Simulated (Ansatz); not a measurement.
**Relaxing a structure of WC**

The start is a generated trial cell of WC in the AFLOW prototype AB_tP2_123_a_d (L1_0, as in CuAu). Cell shape, volume and atoms are optimised at zero target pressure with r2SCAN (plane waves to 500 eV, PAW, scalar-relativistic; Ansatz, a first-principles code). First-step values are on the input's coarse k-mesh.

Ansatz input (later rounds restart from its end on a renewed k-mesh):
Ansatz 0.2 input:
```yaml
crystal:
  lattice:
    - [2.6386879, 0, 0]
    - [0, 2.6386879, 0]
    - [0, 0, 3.458566]
  atoms:
    - { symbol: W, position: [0.5, 0.5, 0.5] }
    - { symbol: C, position: [0, 0, 0] }
basis: { ecutwfc: 500, ecutrho_ratio: 4, xc_grid: 4, fft_grid_basis: typed }
kpoints: { mp_grid: { grid: [9, 9, 7] } }
hamiltonian:
  xc: r2scan
  dispersion: none
  pseudopotentials: { azcp: { folder: ./paw }, kind: paw }
scf: { occupations: { method: fermi_dirac, width: 0.05 } }
relax: { f_tol: 0.01, max_steps: 100, cell: { stress_tol: 0.02 } }
output: { forces: true, stress: true }
```

**Question.** How large is the pressure on the unrelaxed cell, and of which sign?

**Answer.** -28 GPa (negative: the cell is under tension).

**Question.** How does the volume change?

**Answer.** -16.9 %, from 12.04 to 10.01 Å³/atom.

**Question.** How do the shortest distances between atoms change?

**Answer.** The closest pairs of elements (up to four, under 3.6 Å), start → end: C–W 2.54 → 2.35 Å; W–W 2.64 → 2.72 Å; C–C 2.64 → 2.72 Å.

**Question.** What band gap does the relaxed structure have at this level?

**Answer.** No gap (metallic).

Final values are on a 17×17×17 k-mesh of the relaxed cell. No spin polarisation in the result.

The run could not lower the symmetry of its start; a shaken copy of this end point relaxes with r2SCAN to P-6m2 (No. 187), 0.97 eV/atom lower.

The relaxed structure here is a generated cell of WC: the first start was made by placing the elements on the sites of a structure type, and the end was not matched to a known phase here, so it may be hypothetical. Known forms of WC include space group No. 187.
